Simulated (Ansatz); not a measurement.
input.yaml (Ansatz)

```yaml
crystal:
  lattice:
    - [-1.6340097063, 1.6331720637, 1.2291843099]
    - [1.6331720637, -1.6340097063, 1.2291843099]
    - [2.9453348003, 2.9453348003, -1.2307184538]
  atoms:
    - { symbol: Fe, position: [0.9999500018, 4.99982e-05, 0.0], spin: 2.834, spin_axis: [0, 0, 1] }
    - { symbol: Fe, position: [0.7500499982, 0.2499500018, 0.5], spin: 2.834, spin_axis: [0, 0, 1] }
hamiltonian:
  xc: r2scan
  pseudopotentials:
    kind: paw_fr
    azcp:
      Fe: "pseudopotentials/Fe.paw.azcp"
basis:
  ecutwfc: 500
  fft_grid_basis: typed
kpoints:
  mp_grid: { grid: [15, 15, 8], shift: [0, 0, 0] }
magnetization:
  noncollinear: true
  spin_orbit: true
scf:
  occupations: { method: fermi_dirac, width: 0.05 }
output:
  write_density: true
  write_potential: true
  elf: true
  volumetric_format: npy
```

and its output:

```
Engine: ansatz 0.2.0, x86_64-unknown-linux-gnu
Pseudopotentials: kind: paw_fr
Pseudopotential: Fe, paw_fr, valence charge 16, recommended cutoff 500 eV (meta_gga) 
Functional definition: r2SCAN
  parameter k0 = 0.174
  parameter k1 = 0.065
  parameter a1 = 4.9479
  exchange = r2scan_x(k0 = k0, k1 = k1, a1 = a1)
  correlation = r2scan_c
Crystal: 2 atoms, lattice volume = 23.653 Å³
Basis set: ecut = 500 eV, 599 PW (Γ), exchange–correlation on 80×80×128 points (64 copies of the dense FFT grid, shifted against one another)
Bands: 40, of which v1, the nominal top of the filled ones, is band 32 counted from 1 (31 counted from 0)
Symmetry: 2 space group operations + 2 with time reversal
Magnetic group: BNS 15.89 (UNI 96), of the structure as read, at distance tolerance 2.9e-5 Å
k-points: 488 of 1800 (time reversal used)
Projection manifold: j_resolved (fully-relativistic pseudo-atomic orbitals)
Non-local potential: Fe, projectors of the file, l = 0: 3, l = 1: 4, l = 2: 6, l = 3: 2
PAW form: soft (Blöchl's): semilocal exchange-correlation on the pseudo side does not see the compensation charge
PAW frozen core: Fe, regenerated for the run's functional (the file was generated under x = pbe(κ = 0.804, μ = 0.2195149727645171), c = pbe(β = 0.06672455060314922))
PAW one-centre angular grid: Fe, 590 points (default); XC on 224 Gauss nodes
Initial density: superposition of atomic densities (chi_scale 0.1, normalization cell)
Starting moments: Σ|m| = 5.668 μB on 2 of 2 sites
Initial wavefunctions: pseudopotential atomic-orbital guess
Functional: x = r2scan, c = r2scan; τ floored in thin density (d = 2e-4 eV/Å³)
iter 1 solved again at ethr=1.07e-3 eV; its pass at ethr=3.10e-3 eV (dr2=3.42e-1 eV) is discarded
SCF iter   1: F=—  HF=-8968.018199 eV  |F-HF|=—  |Δ(HF+E_count)|=         —  Δρ=5.32e-2  dr2=3.55e-1  dr2_τ=3.24e-2  dr2_m=1.54e-1  ethr=1.07e-3  |M|=5.35e0 ∫|m|=5.40e0 μB  |m|>n=0.0e0 m-floor=0.0e0 τ_xc=2.0e-16  β_m=1.00  ⟨swp⟩=1.2  Hψ=122684  notcnv=0
SCF iter   2: F=—  HF=-8968.564040 eV  |F-HF|=—  |Δ(HF+E_count)|=   5.46e-1  Δρ=3.12e-2  dr2=8.64e-2  dr2_τ=3.22e-3  dr2_m=5.26e-2  ethr=1.07e-3  |M|=5.29e0 ∫|m|=5.61e0 μB  |m|>n=0.0e0 m-floor=0.0e0 τ_xc=1.2e-3  β_m=1.00  ⟨swp⟩=2.8  Hψ=37764  notcnv=0  defer=36  κ⁻¹=1.0e0(r=1)
SCF iter   3: F=—  HF=-8968.707493 eV  |F-HF|=—  |Δ(HF+E_count)|=   1.43e-1  Δρ=1.41e-2  dr2=1.14e-2  dr2_τ=3.65e-4  dr2_m=1.08e-2  ethr=2.70e-4  |M|=5.28e0 ∫|m|=5.73e0 μB  |m|>n=0.0e0 m-floor=0.0e0 τ_xc=2.5e-3  β_m=1.00  ⟨swp⟩=2.8  Hψ=35761  notcnv=0  defer=613  κ⁻¹=1.2e-2(r=2)
SCF iter   4: F=—  HF=-8968.853913 eV  |F-HF|=—  |Δ(HF+E_count)|=   1.46e-1  Δρ=7.11e-3  dr2=2.85e-3  dr2_τ=4.15e-5  dr2_m=2.74e-3  ethr=3.57e-5  |M|=5.29e0 ∫|m|=5.80e0 μB  |m|>n=0.0e0 m-floor=0.0e0 τ_xc=3.4e-3  β_m=1.00  ⟨swp⟩=3.0  Hψ=40440  notcnv=0  defer=615  κ⁻¹=5.7e-4(r=3)
...
SCF iter  12: F=—  HF=-8969.130488 eV  |F-HF|=—  |Δ(HF+E_count)|=   8.29e-6  Δρ=4.10e-5  dr2=6.25e-8  dr2_τ=4.11e-9  dr2_m=2.70e-8  ethr=3.13e-10  |M|=5.38e0 ∫|m|=5.94e0 μB  |m|>n=0.0e0 m-floor=0.0e0 τ_xc=5.1e-3  β_m=1.20  ⟨swp⟩=8.6  Hψ=75544  notcnv=0  κ⁻¹=6.3e-5(r=6)
SCF iter  13: F=—  HF=-8969.130487 eV  |F-HF|=—  |Δ(HF+E_count)|=   1.28e-6  Δρ=2.09e-5  dr2=1.91e-8  dr2_τ=5.86e-10  dr2_m=2.38e-8  ethr=1.95e-10  |M|=5.38e0 ∫|m|=5.94e0 μB  |m|>n=0.0e0 m-floor=0.0e0 τ_xc=5.0e-3  β_m=1.20  ⟨swp⟩=4.3  Hψ=65185  notcnv=0  κ⁻¹=2.1e-5(r=7)
SCF iter  14: F=-8969.130489 eV  HF=-8969.130489 eV  |F-HF|=1.69e-7  |Δ(HF+E_count)|=   2.43e-6  Δρ=8.79e-6  dr2=3.65e-9  dr2_τ=9.68e-11  dr2_m=1.33e-9  ethr=5.98e-11  |M|=5.38e0 ∫|m|=5.94e0 μB  |m|>n=0.0e0 m-floor=0.0e0 τ_xc=5.0e-3  ⟨swp⟩=5.0  Hψ=73924  notcnv=0
SCF 1 converged in 14 iterations: F = -8969.130489 eV  dr2 = 3.65e-9
SCF converged after 14 iterations
Stability not checked: this state was not tested for a lower state beside it, because the mixer in use, unlike msr1, does not test its closes by its own steps (another_mixer; see scf.mixing.algorithm and scf.lower_state_search)
Magnetization: |M| = 5.3799 μB,  M = (+0.0000, +0.0000, +5.3799) μB
Absolute magnetization: 5.9442 μB (∫|m|, with the PAW one-centre terms)
  site 0: m = (+0.0000, +0.0000, +2.8207) μB, |m| = 2.8207 μB  (R = 1.01 Å)
  site 1: m = (+0.0000, +0.0000, +2.8207) μB, |m| = 2.8207 μB  (R = 1.01 Å)
Free energy (F): -8969.130489 eV
Harris-Foulkes:  -8969.130489 eV  (|F-HF|=1.69e-7)
Internal energy: -8969.120644 eV  (E = F + TS)
E sigma→0 (E₀):  -8969.125566 eV
Entropy (-TS):   -0.009846 eV (-4.923 meV/atom)
Fermi energy:    17.843077 eV
--- Per-component energies (eV) ---
  E_band       = -492.296397
  E_kinetic    = 697.551687
  E_local      = -4245.246178  (includes V_loc(G=0)·N_el)
  E_nonlocal   = 447.149425
  E_hartree    = 1781.991313
  E_xc         = -225.698787
  E_vxc        = -335.073240  (∫ρ·V_xc dr)
  E_paw        = -2756.554270  (= ΣΔE_a)
  E_vpaw       = -644.800419  (= ΣTr[D̂ρ^β])
  E_aug_tail   = 0.000528  (compensation charges beyond the density's cutoff)
  E_vtau       = 24.139714  (kinetic-family band-sum trace: ∫τ·v_τ [+ j·A + Jᵃ·Aᵃ] dr)
  E_ewald      = -4667.735455
  E_core_change = -0.578908  (= ΣΔE_core)
  E_smearing   = -0.009846  (= −TS)
  E_closure    = 0.000000  (closes the sum)
  Σ components = -8969.130489   (vs F -8969.130489, Δ=0.00e0)
--- Band table (eV; the first three rows and the last of 488) ---
  k-point 0: bands = ["-74.4807", "-74.4110", "-70.1493", "-70.0660", "-39.8539", "-39.6112", "-39.0725", "-39.0614", "-38.7059", "-38.4698", "-35.3269", "-35.0172", "-34.5173", "-34.5083", "-34.4042", "-34.1321", "8.4776", "9.0408", "12.4258", "14.0186", "14.3401", "14.3456", "14.8694", "15.0862", "15.1742", "15.1847", "15.7902", "15.8311", "16.6745", "17.1450", "17.2799", "17.6096", "17.6889", "18.7089", "18.8906", "19.1128", "19.1191", "20.5440", "20.5830", "20.9094"]
  k-point 1: bands = ["-74.4781", "-74.4137", "-70.1462", "-70.0692", "-39.8441", "-39.6199", "-39.0720", "-39.0619", "-38.6977", "-38.4797", "-35.3139", "-35.0277", "-34.5171", "-34.5095", "-34.3946", "-34.1441", "8.6387", "9.1958", "12.4067", "13.7680", "14.3034", "14.3362", "14.8784", "15.0240", "15.1844", "15.2474", "15.7355", "15.8815", "16.6602", "16.9985", "17.0731", "17.2333", "17.6263", "18.7214", "18.8204", "19.1483", "19.1700", "20.3771", "20.6255", "20.9927"]
  k-point 2: bands = ["-74.4705", "-74.4213", "-70.1372", "-70.0783", "-39.8163", "-39.6447", "-39.0708", "-39.0633", "-38.6739", "-38.5073", "-35.2775", "-35.0583", "-34.5164", "-34.5118", "-34.3678", "-34.1774", "9.1130", "9.6484", "12.2956", "13.0279", "14.2165", "14.3432", "14.8435", "14.9708", "15.1283", "15.3504", "15.5897", "15.9802", "16.0145", "16.6120", "16.8073", "17.1172", "17.6691", "18.5468", "18.8901", "19.2274", "19.2687", "20.0573", "20.7374", "21.0761"]
  k-point 487: bands = ["-74.4166", "-74.4166", "-70.0715", "-70.0715", "-39.8329", "-39.8329", "-39.1103", "-39.1103", "-38.6749", "-38.6749", "-35.3042", "-35.3042", "-34.5655", "-34.5655", "-34.3729", "-34.3729", "12.2495", "12.2495", "13.5381", "13.5381", "14.1388", "14.1388", "15.5736", "15.5736", "16.2331", "16.2331", "16.5623", "16.5623", "16.7689", "16.7689", "17.5909", "17.5909", "18.1065", "18.1065", "20.2153", "20.2153", "20.8786", "20.8786", "20.9853", "20.9853"]
```

Launched by

```sh
ansatz run input.yaml --threads 1 --pin off --max-ram 3584MiB --backend cpu --events-out ev --progress --plain --runs-dir out
```

On 1 thread of Intel(R) Xeon(R) Platinum 8259CL CPU @ 2.50GHz (Skylake/Cascade Lake) (shared host) this took about 550 s of wall time and 550 s of CPU time.
